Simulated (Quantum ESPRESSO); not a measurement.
Band energies of NbB2

```
CELL_PARAMETERS angstrom
      3.11109     0.00000     0.00000
     -1.55555     2.69428     0.00000
      0.00000     0.00000     3.34521
ATOMIC_POSITIONS crystal
  B  0.33333 0.66667 0.50000
  B  0.66667 0.33333 0.50000
  Nb 0.00000 0.00000 0.00000
```

PBEsol (pw.x of Quantum ESPRESSO, ONCV potentials, without SOC); path ΓMKΓALHA,LM,KH; energies in eV from the Fermi level.

```csv
k (1/Å),point,band 6,band 7,band 8,band 9,band 10,band 11,band 12,band 13
0.00,Γ,-4.26,-4.23,-4.23,-3.19,1.20,1.20,3.03,3.03
0.74,,-7.53,-4.78,-4.10,-3.93,0.53,1.22,1.90,2.35
1.17,M,-9.76,-5.19,-4.40,-4.20,0.29,1.71,2.54,3.11
1.50,,-9.60,-6.48,-4.82,-2.19,-1.89,1.33,2.43,4.49
1.84,K,-9.08,-8.43,-3.76,-3.76,0.02,0.02,1.10,7.20
2.25,,-7.89,-6.52,-4.69,-1.70,-1.69,-0.34,3.09,5.80
2.98,,-4.63,-4.22,-4.11,-3.45,1.11,1.59,2.21,2.33
3.19,Γ,-4.26,-4.23,-4.23,-3.19,1.20,1.20,3.03,3.03
3.71,,-6.89,-3.39,-3.39,-0.94,-0.90,-0.90,0.98,0.98
4.12,A,-8.55,-1.91,-1.91,-1.71,-1.71,-1.16,-1.16,0.51
4.44,,-8.02,-4.16,-3.80,-2.11,-0.67,0.18,0.59,0.73
5.18,,-8.07,-6.12,-5.76,-3.48,1.98,2.75,3.34,4.83
5.29,L,-8.15,-6.16,-5.74,-3.42,2.02,2.89,3.52,4.90
5.96,H,-10.06,-6.17,-4.28,-4.28,2.12,4.48,4.48,4.95
6.64,,-6.65,-6.47,-5.35,-3.62,0.81,1.52,2.02,3.17
7.31,A,-8.55,-1.91,-1.91,-1.71,-1.71,-1.16,-1.16,0.51
7.31,L,-8.15,-6.16,-5.74,-3.42,2.02,2.89,3.52,4.90
7.87,,-9.85,-5.08,-4.47,-4.43,0.53,1.82,2.66,4.23
8.25,M,-9.76,-5.19,-4.40,-4.20,0.29,1.71,2.54,3.11
8.25,K,-9.08,-8.43,-3.76,-3.76,0.02,0.02,1.10,7.20
8.46,,-9.20,-8.21,-3.89,-3.89,0.51,0.51,1.20,6.89
9.19,H,-10.06,-6.17,-4.28,-4.28,2.12,4.48,4.48,4.95
```

A metal at this level: along this path bands 10, 11, 12 cross the Fermi level.

Spin-orbit splittings are left out.

Geometry of the Materials Project entry, not relaxed at this level.
